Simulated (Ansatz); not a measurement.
Theory: Ansatz, DFT PBE, scalar-relativistic, plane waves, PAW. Settings: cutoff 420 eV, Γ-centred meshes spaced at most about 0.3 Å⁻¹, and about 0.25 Å⁻¹ or finer for metals (2π included), Gaussian smearing. Collinear spin in cells that started with moments and kept them past the coarse steps, no spin elsewhere.

All energies are static (0 K, no zero-point motion).

Two relaxed structures of Fe₂Co₃:

A. (site moments Fe -1.5 (×2), 1.5 (×2); Co 1.6 (×2), 1.7, -1.7, -1.6 (×2) μB)

```cif
data_structure
_symmetry_space_group_name_H-M 'P6_3/mmc'
_symmetry_Int_Tables_number 194
_cell_length_a 2.4853
_cell_length_b 2.4853
_cell_length_c 20.1754
_cell_angle_alpha 90.000
_cell_angle_beta 90.000
_cell_angle_gamma 120.000
_cell_volume 107.92
loop_
_atom_site_label
_atom_site_type_symbol
_atom_site_symmetry_multiplicity
_atom_site_Wyckoff_symbol
_atom_site_fract_x
_atom_site_fract_y
_atom_site_fract_z
_atom_site_occupancy
Fe1 Fe 4 f 0.33333 0.66667 0.54892 1
Co1 Co 4 f 0.33333 0.66667 0.14995 1
Co2 Co 2 d 0.66667 0.33333 0.25000 1
```

B. (site moments Fe 2.5 (×4); Co 1.7 (×6) μB)

```cif
data_structure
_symmetry_space_group_name_H-M 'P6_3/mmc'
_symmetry_Int_Tables_number 194
_cell_length_a 2.5023
_cell_length_b 2.5023
_cell_length_c 20.7831
_cell_angle_alpha 90.000
_cell_angle_beta 90.000
_cell_angle_gamma 120.000
_cell_volume 112.70
loop_
_atom_site_label
_atom_site_type_symbol
_atom_site_symmetry_multiplicity
_atom_site_Wyckoff_symbol
_atom_site_fract_x
_atom_site_fract_y
_atom_site_fract_z
_atom_site_occupancy
Fe1 Fe 4 f 0.33333 0.66667 0.94763 1
Co1 Co 2 d 0.33333 0.66667 0.75000 1
Co2 Co 4 f 0.33333 0.66667 0.15353 1
```

Task: Which magnetic state is lower, and by how much?

Result: A is lower, by 25 meV/atom. The two are one arrangement of atoms in two magnetic states, so this is the energy between those states, with the strain that each brings. A has Fe and Co ordered on hcp sites, space group P6_3/mmc (No. 194), 10.8 Å³/atom and no gap on its mesh; B has Fe and Co ordered on hcp sites, space group P6_3/mmc (No. 194), 11.3 Å³/atom and no gap. The denser one is the lower, and pressure would at first widen the difference. Even the lower one lies +0.05 eV/atom against the reference forms of the elements (uncorrected), so neither is stable at this level. In A, around Fe lie 9 Fe at 2.44–2.49 Å and 3 Co at 2.49 Å; Co on a site of symmetry 3m is surrounded by 9 Co at 2.48–2.49 Å and 3 Fe at 2.49 Å; around Co on a site of symmetry -6m2 lie 12 Co at 2.48–2.49 Å. In B, around Fe lie 9 Fe at 2.50–2.61 Å and 3 Co at 2.55 Å; Co on a site of symmetry -6m2 has 12 Co at 2.47–2.50 Å; Co on a site of symmetry 3m is surrounded by 9 Co at 2.47–2.50 Å and 3 Fe at 2.55 Å. Both come from invented guesses.

The magnetic state reached may not be the lowest. Cells relaxed within their symmetry can be saddle points.
